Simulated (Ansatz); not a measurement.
**TlBi2: strain energy, fitted**

TlBi2, P6/mmm, a = 5.650 Å, c = 3.321 Å. The structure is a Materials Project entry; whether it is the stable form wasn't checked. Ansatz: PBEsol, PAW, 420 eV, Γ-centred 9×9×12 mesh on 3 atoms, Gaussian smearing 0.10 eV; no spin polarisation. Series: biaxial strain in the a-b plane, c and atoms relaxed; x is the strain in per cent. y is the free energy over the unstrained cell, V0 = 30.609 Å³/atom.

| x (%) | y (meV/atom) |
| --- | --- |
| -4.5 | ? |
| -3.0 | 20.45 |
| -1.5 | 4.73 |
| 0.0 | 0.00 |
| 1.5 | 4.04 |
| 3.0 | 16.76 |
| 4.5 | 37.20 |

**Question.** Fit y = c2 x² + c3 x³ to the other rows, turn c2 into a modulus, and predict the missing energy.

**Answer.** Least squares on the rows shown. y = 2.0832 x² − 0.056848 x³. In eV per unit strain² c2 is 20.83; M is the biaxial modulus (E = M V0 ε²): 20.83 × 160.2 / (30.609) = 109 GPa. With a term in x⁴ added, the coefficient of x² becomes 1.989, 5 % less, which shows how far this figure hangs on the form. At x = -4.5 the fit asked for gives 47.37 meV/atom. The run gave 45.04 meV/atom, so the fit is 2.33 meV/atom too high, 5.2 % of the span of the series, against an rms of 0.32 meV/atom on the fitted rows. The row lies outside the fitted range. With a term in x⁴ added, a fit to the same known rows predicts 49.96 meV/atom, further off still.

Spin–orbit coupling is left out, which can shift energies with elements as heavy as these.